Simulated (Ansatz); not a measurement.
C:
```
C
1.0
    2.60036     0.00000     0.00000
   -1.30018     2.25198     0.00000
    0.00000     0.00000     2.79946
C
3
Direct
  0.50000   0.00000   0.00000
  0.00000   0.50000   0.66667
  0.50000   0.50000   0.33333
```

Relaxed with r²SCAN. Special points in fractions of this cell's reciprocal vectors: Γ (0.000, 0.000, 0.000); M (0.500, 0.000, 0.000); K (0.333, 0.333, 0.000); A (0.000, 0.000, 0.500); L (0.500, 0.000, 0.500); H (0.333, 0.333, 0.500).

Problem. List the band energies nearest the valence-band maximum at these points for r²SCAN (plane waves, PAW; program Ansatz).

Solution. In eV from the valence-band maximum; about four levels below and three above (degenerate sets whole), none deeper than 8.9 eV; … stands for higher levels left out; points with the same levels are listed once.

```csv
k,below,above
Γ,-8.57 -8.57 -6.90 -1.96 -1.96,7.22 7.22 9.99
M,-6.37 -6.01 -5.96 -4.46,2.24 4.33 8.67
K,-5.37 -3.69 -3.69,4.93 5.39 5.39
A,-3.28 -3.28 -1.77 0.00,5.31 5.31 …
L,-4.69 -3.57,3.02 4.26 10.90
H,-8.39 -8.39,9.32 11.15 11.15
```

Space group P6_222. The start of the workflow was typed in or built on a structure type; neither database checked (COD, Materials Project) lists it. It is not the phase usual at ambient conditions (space group No. 194, 227). The cell was relaxed with r²SCAN under the symmetry of its start; whether a distortion lowers the energy is not shown.

Potentials: the later of the program's two PAW sets.
